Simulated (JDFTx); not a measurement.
Zn(0001) slab cut from bulk Zn (space group P6_3/mmc, indices of the conventional cell, lattice of the Materials Project entry mp-79, not re-optimised): 4 atoms in 4 planes, a 1x1 cell of 5.92 Å² (|a| = 2.614, |b| = 2.614 Å), 7.4 Å between the outermost planes, cell height 23.3 Å, 10×10×1 k mesh, Fermi smearing 0.01 Ha, no spin polarisation.

Profiles through the double layer of this slab, charged, in SCCS (g09 parameters), water, 1 M NaF; PBE, GBRV ultrasoft potentials, plane waves to 20/100 Ha, JDFTx (a modified build). z is the height above the outermost atoms, φ the plane-averaged electrostatic potential energy of an electron (zero in the bulk liquid), ρ_b the bound charge of solvent and ions, s the cavity shape function (0 in the solid, 1 in the liquid).

```csv
z (Å),n (e/Å³),s,φ (eV),ρ_b (10⁻³ e/Å³)
0.97,0.1391,0.00,-2.040,0.00
1.43,0.0434,0.00,-0.713,0.00
1.90,0.0136,0.00,-0.050,0.17
2.37,0.0042,0.02,0.026,2.42
2.83,0.0013,0.68,0.016,1.69
3.30,0.0004,1.00,0.014,0.49
3.76,0.0001,1.00,0.012,0.16
4.23,0.0000,1.00,0.010,0.06
4.70,0.0000,1.00,0.009,0.02
5.16,0.0000,1.00,0.007,0.01
5.63,0.0000,1.00,0.006,0.01
6.09,0.0000,1.00,0.005,0.00
6.56,0.0000,1.00,0.005,0.00
7.03,0.0000,1.00,0.004,0.00
7.49,0.0000,1.00,0.003,0.00
```

**Question.** Is the electrode positively or negatively charged, and roughly by how much?

**Answer.** Negatively: σ = -3.8 μC/cm² per face. The liquid's bound charge is of the opposite sign overall, and far from the surface φ decays with the screening length (3.0 Å).
